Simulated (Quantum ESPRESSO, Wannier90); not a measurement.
C (P6₃/mmc), plane waves to Wannier functions

```
begin unit_cell_cart
ang
    2.4672900786    0.0000000000    0.0000000000
   -1.2336450393    2.1367358866    0.0000000000
    0.0000000000    0.0000000000    7.8030700000
end unit_cell_cart
begin atoms_frac
C    0.0000000000  0.0000000000  0.2500000000
C    0.0000000000  0.0000000000 -0.2500000000
C    0.3333333333 -0.3333333333  0.2500000000
C   -0.3333333333  0.3333333333 -0.2500000000
end atoms_frac
```

Materials Project entry mp-48; symmetrised, unrelaxed at this level. COD (Crystallography Open Database) has the formula in 8 space groups, this one among them (matched by group alone). Level: PBEsol, no spin polarisation, no spin-orbit coupling; pw.x of Quantum ESPRESSO at 66 Ry with PseudoDojo potentials, 18×18×4 k-points, Wannier90. Density: 18×18×4 mesh, cold smearing 0.01 Ry. The cell is built of weakly bound layers, chains or molecules, whose nearest atoms lie 3.90 Å apart. Database cells relaxed without dispersion often hold them too far apart, which can enlarge gaps and weakens couplings between them; spacing and stacking were not compared with the measured crystal.

A tight-binding model is made by disentanglement and projection with no localisation steps (num_iter = 0), so the 16 orbitals stay atom-like: hydrogen-like C: s;p, axes along x, y, z; frozen window up to 1.50 eV relative to the Fermi level. It follows pw.x to 9.0 meV rms for states up to 1.0 eV relative to the Fermi level. Matrix elements depend on this choice of orbitals and windows.

### Question
What are the on-site energies relative to the Fermi level, and how fast do the hoppings decay?

### Answer
```json
[
 {"atom": "C1", "orbitals": "s", "energy (eV)": "0.26"},
 {"atom": "C1", "orbitals": "pz", "energy (eV)": "0.37"},
 {"atom": "C1", "orbitals": "px py", "energy (eV)": "2.50"},
 {"atom": "C2", "orbitals": "s", "energy (eV)": "0.25"},
 {"atom": "C2", "orbitals": "pz", "energy (eV)": "0.37"},
 {"atom": "C2", "orbitals": "px py", "energy (eV)": "2.49"},
 {"atom": "C3", "orbitals": "s", "energy (eV)": "0.16"},
 {"atom": "C3", "orbitals": "pz", "energy (eV)": "0.37"},
 {"atom": "C3", "orbitals": "px py", "energy (eV)": "2.43"},
 {"atom": "C4", "orbitals": "s", "energy (eV)": "0.18"},
 {"atom": "C4", "orbitals": "pz", "energy (eV)": "0.37"},
 {"atom": "C4", "orbitals": "px py", "energy (eV)": "2.44"}
]
```

```
distance of the centres (Å)  largest modulus (eV)
---------------------------  --------------------
1–2                                           6.9
2–3                                           1.6
3–4                                          0.24
4–5                                          0.14
5–6                                         0.073
6–7                                         0.042
7–8                                         0.033
8–9                                         0.018
9–10                                        0.016
10–11                                       0.015
11–12                                       0.012
12–13                                       0.011
```
